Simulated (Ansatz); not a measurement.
Relaxed W (bcc, W type):

```
CELL_PARAMETERS angstrom
     -3.18352     3.18352     3.18352
      0.00000     0.00000     3.18352
      0.00000     3.18352     0.00000
ATOMIC_POSITIONS crystal
  W  0.00000 0.00000 0.00000
  W  0.50000 0.00000 0.00000
```

The atoms are displaced by Q × the pattern below (from a DFPT mode at H = (0.5, 0.5, 0.5), largest move 1; Q in Å), at fixed cell. It is one choice among 3 degenerate patterns. (q is in reciprocal vectors of the primitive cell; the cell shown is doubled to hold the pattern.)

```json
[
 {"atom": "W1", "x": "0.000", "y": "0.000", "z": "-1.000"},
 {"atom": "W2", "x": "0.000", "y": "0.000", "z": "1.000"}
]
```

Level of theory: PBE (plane waves to 420 eV, PAW, scalar-relativistic; Ansatz, an electronic-structure program). k mesh 20×20×20 (Γ-centred), Fermi-Dirac smearing 0.05 eV. E stands for the smeared free energy. Compression counts positive. With partly filled bands, energies and forces of such displacements shift with the k mesh and the smearing. Spin-orbit coupling is left out, though W is heavy. W is run without spin polarisation. W was relaxed with its symmetry unable to fall. ΔE is measured from the undisplaced structure.

```
Q (Å)   −dE/dQ from forces (eV/Å)  P (GPa)  ΔE (meV/cell)
------  -------------------------  -------  -------------
-0.100                      4.077      3.8              …
-0.083                      3.391      2.7            141
-0.067                      2.711      1.7              …
-0.050                      2.029      1.0              …
-0.033                      1.349      0.4              …
-0.017                      0.674      0.1              6
0.000                       0.000      0.0              0
0.017                      -0.674      0.1              6
0.033                      -1.349      0.4              …
0.050                      -2.029      1.0              …
0.067                      -2.711      1.7              …
0.083                      -3.391      2.7            141
0.100                      -4.077      3.8              …
```

### Question
Complete the blanks.

### Answer

- -0.100, ΔE (meV/cell): 203
- -0.067, ΔE (meV/cell): 90
- -0.050, ΔE (meV/cell): 51
- -0.033, ΔE (meV/cell): 22
- 0.033, ΔE (meV/cell): 22
- 0.050, ΔE (meV/cell): 51
- 0.067, ΔE (meV/cell): 90
- 0.100, ΔE (meV/cell): 203

(A displaced cell: forces are minus the slopes of the energy, force constants its curvatures, and phonons follow from these.)
